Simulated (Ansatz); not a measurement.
Hf (hcp, Mg type)

```
CELL_PARAMETERS angstrom
      3.20421     0.00000     0.00000
     -1.60210     2.77493     0.00000
      0.00000     0.00000     5.06906
ATOMIC_POSITIONS crystal
  Hf 0.33333 0.66667 0.75000
  Hf 0.66667 0.33333 0.25000
```

All values below come from PBE (plane waves to 420 eV, PAW, scalar-relativistic; Ansatz, a quantum-chemistry and plane-wave program). DFPT wavenumbers on a 18×18×10 k mesh, in cm⁻¹ and rounded to 5; i marks imaginary ones, q is in fractions of the reciprocal vectors of the cell shown, and the three acoustic modes at Γ are left out. Hf is run without spin polarisation. Hf was relaxed with its symmetry unable to fall. Spin-orbit coupling is left out, though Hf is heavy.

Q: Is the structure dynamically stable at Γ, M = (0.5, 0.0, 0.0), A = (0.0, 0.0, 0.5), L = (0.5, 0.0, 0.5)?

A: No imaginary mode at these points (lowest 55 cm⁻¹ at A = (0.0, 0.0, 0.5)); other wave vectors were not tested.

Q: Predict the phonon wavenumbers at Γ, M = (0.5, 0.0, 0.0), A = (0.0, 0.0, 0.5), L = (0.5, 0.0, 0.5).

A: 
```tsv
q	wavenumbers (cm⁻¹)
Γ	80 (×2), 95
M = (0.5, 0.0, 0.0)	65, 70, 115, 120, 130, 135
A = (0.0, 0.0, 0.5)	55 (×4), 105 (×2)
L = (0.5, 0.0, 0.5)	100 (×2), 100 (×2), 150 (×2)
```
